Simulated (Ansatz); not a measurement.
C (simple cubic, Pm-3m), a = 1.773 Å, b = 1.773 Å, c = 1.773 Å, α = 90.00°, β = 90.00°, γ = 90.00°.

Relaxed with r²SCAN+D4.

### Question
Which orbitals make up the states near the Fermi level in plane-wave PAW r²SCAN+D4 (Ansatz code)?

### Answer
Within 0.5 eV of the Fermi level: C 2p 76 %, C 2s 23 %. Projections are on Löwdin-orthogonalised atomic valence shells; empty p or d shells of many metals are not among them.

### Question
Tabulate the density of states.

### Answer
States/eV per cell of 1 atom, in 0.25 eV bins, energy from the Fermi level.

```csv
E (eV),total,C 2p,C 2s
-7.85,0.23,0.17,0.05
-7.60,0.23,0.18,0.05
-7.35,0.24,0.19,0.05
-7.10,0.25,0.20,0.05
-6.85,0.26,0.21,0.05
-6.60,0.27,0.23,0.04
-6.35,0.30,0.26,0.04
-6.10,0.30,0.26,0.04
-5.85,0.30,0.26,0.04
-5.60,0.29,0.25,0.04
-5.35,0.28,0.25,0.03
-5.10,0.27,0.24,0.03
-4.85,0.27,0.23,0.03
-4.60,0.26,0.23,0.03
-4.35,0.25,0.22,0.03
-4.10,0.24,0.22,0.03
-3.85,0.24,0.21,0.02
-3.60,0.23,0.20,0.02
-3.35,0.22,0.20,0.02
-3.10,0.22,0.19,0.02
-2.85,0.22,0.19,0.03
-2.60,0.22,0.18,0.04
-2.35,0.22,0.18,0.04
-2.10,0.22,0.17,0.04
-1.85,0.22,0.17,0.04
-1.60,0.21,0.17,0.04
-1.35,0.21,0.16,0.05
-1.10,0.21,0.16,0.05
-0.85,0.23,0.17,0.05
-0.60,0.24,0.18,0.05
-0.35,0.24,0.18,0.05
-0.10,0.24,0.19,0.05
0.15,0.24,0.19,0.06
0.40,0.24,0.19,0.06
0.65,0.24,0.19,0.06
0.90,0.24,0.18,0.06
1.15,0.24,0.18,0.06
1.40,0.24,0.18,0.05
1.65,0.24,0.18,0.05
1.90,0.23,0.18,0.05
2.15,0.23,0.17,0.05
2.40,0.23,0.17,0.05
2.65,0.22,0.17,0.05
2.90,0.21,0.16,0.05
3.15,0.21,0.16,0.05
3.40,0.21,0.16,0.04
3.65,0.20,0.16,0.04
3.90,0.20,0.15,0.04
4.15,0.20,0.15,0.04
4.40,0.19,0.15,0.04
4.65,0.18,0.15,0.04
```

The start of the workflow was typed in or built on a structure type; neither database checked (COD, Materials Project) lists it. It is not the phase usual at ambient conditions (space group No. 194, 227). Symmetry was held in the r²SCAN+D4 relaxation; its stability against distortions is not shown here. The volume moved by -25 % from the start of the relaxation.

Potentials: the earlier of the program's two PAW sets.
